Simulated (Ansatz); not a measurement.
LiCl:
```yaml
crystal:
  lattice:
    - [0.00000, 2.57497, 2.57497]
    - [2.57497, 0.00000, 2.57497]
    - [2.57497, 2.57497, 0.00000]
  atoms:
    - { symbol: Li, position: [0.00000, 0.00000, 0.00000] }
    - { symbol: Cl, position: [0.50000, 0.50000, 0.50000] }
```

Relaxed with PBE. Special points in fractions of this cell's reciprocal vectors: Γ (0.000, 0.000, 0.000); X (0.500, 0.000, 0.500); U (0.625, 0.250, 0.625); K (0.375, 0.375, 0.750); L (0.500, 0.500, 0.500); W (0.500, 0.250, 0.750).

### Question
List the band energies nearest the valence-band maximum at these points for PBE (plane waves, PAW; program Ansatz).

### Answer
In eV from the valence-band maximum; about four levels below and three above (degenerate sets whole), none deeper than 8.9 eV; points with the same levels are listed once.

```csv
k,below,above
Γ,0.00 0.00 0.00,6.26 11.78 11.78 11.78
X,-2.84 -1.08 -1.08,7.80 8.25 12.34
U,-2.43 -1.75 -0.81,8.03 9.84 11.34
L,-2.77 -0.25 -0.25,6.73 9.43 9.43
W,-2.08 -2.08 -1.04,9.43 10.07 10.35 10.35
```

Space group Fm-3m (rock salt). The cell was relaxed with PBE under the symmetry of its start; phonons on a q-mesh show no instability.

Potentials: the later of the program's two PAW sets.
